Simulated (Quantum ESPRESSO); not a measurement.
## Quadrupole interaction in NaLaHf2O6

```
CELL_PARAMETERS angstrom
      0.00000     4.10692     4.10692
      4.10692     0.00000     4.10692
      4.10692     4.10692     0.00000
ATOMIC_POSITIONS crystal
  Na 0.50000 0.50000 0.50000
  La 0.00000 0.00000 0.00000
  Hf 0.25000 0.25000 0.25000
  Hf 0.75000 0.75000 0.75000
  O  0.50000 0.50000 0.00000
  O  0.00000 0.00000 0.50000
  O  0.00000 0.50000 0.50000
  O  0.50000 0.00000 0.00000
  O  0.50000 0.00000 0.50000
  O  0.00000 0.50000 0.00000
```
The geometry is a computed Materials Project entry, not a measured one. It is NaLaHf2O6 in Fm-3m; whether this form has been observed was not checked. Stability against distortions was not tested. The run has no spin polarisation.

Convention: |Vzz| is the largest principal value, η_Q = (Vxx − Vyy)/Vzz, |C_Q| = |eQVzz/h|. Cores are frozen. Against all-electron runs on small test molecules, this scheme's |Vzz| missed by −2 to +6 % on O. The structure is static (0 K, no zero-point motion).

Quadrupole moments taken as inputs (sizes, barn, from the tables of PySCF and pymatgen): ²³Na 0.104, ¹³⁹La 0.2, ¹⁷⁷Hf 3.37, ¹⁷O 0.0256.

**Question.** What do the calculations give at each independent site (field gradients by the PAW reconstruction of the field gradient on a scalar-relativistic PBE ground state (a modified build of Quantum ESPRESSO, JTH datasets), 30 Ha, k-mesh 5×5×5 through Γ)?

**Answer.** 
```tsv
site	site symmetry	Vzz (10²¹ V/m²)	η_Q	∣C_Q∣ (MHz)
Na (atom 1)	m-3m	0	–	0 (²³Na)
La (atom 2)	m-3m	0	–	0 (¹³⁹La)
Hf (atoms 3, 4)	-43m	0	–	0 (¹⁷⁷Hf)
O (atoms 5, 6, 7, 8, 9, 10)	mmm	4.31	0.05	2.67 (¹⁷O)
```
